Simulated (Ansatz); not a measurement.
In r²SCAN (plane waves, PAW; program Ansatz), YTaN₃ in the cubic perovskite structure (Pm-3m) relaxes to a = 4.030 Å. Y has 12 nearest neighbours from 2.85 Å (cuboctahedral); Ta has 6 nearest neighbours from 2.02 Å (octahedral). Against the elements it lies at -1.06 eV/atom, with no fitted shifts.

Electronic character: metallic (no gap). Gap from r²SCAN with spin–orbit coupling: none (metallic).

An equation-of-state fit gives a bulk modulus of 221 GPa. Bader charges are Y +2.16, Ta +2.72, N -1.62 e.

The start of the workflow was typed in or built on a structure type; neither database checked (COD, Materials Project) lists it. Whether it is the stable phase at ambient conditions was not checked. The cell was relaxed with r²SCAN under the symmetry of its start; its stability against distortions is not shown here. No spin polarisation was allowed. With an odd number of electrons in the cell and no spin polarisation, the count alone makes it a metal. The references are the lowest solids computed at this level, not always the standard phases (solids in place of the gases). Spin–orbit coupling is left out wherever it is not named.

Potentials: the earlier of the program's two PAW sets.
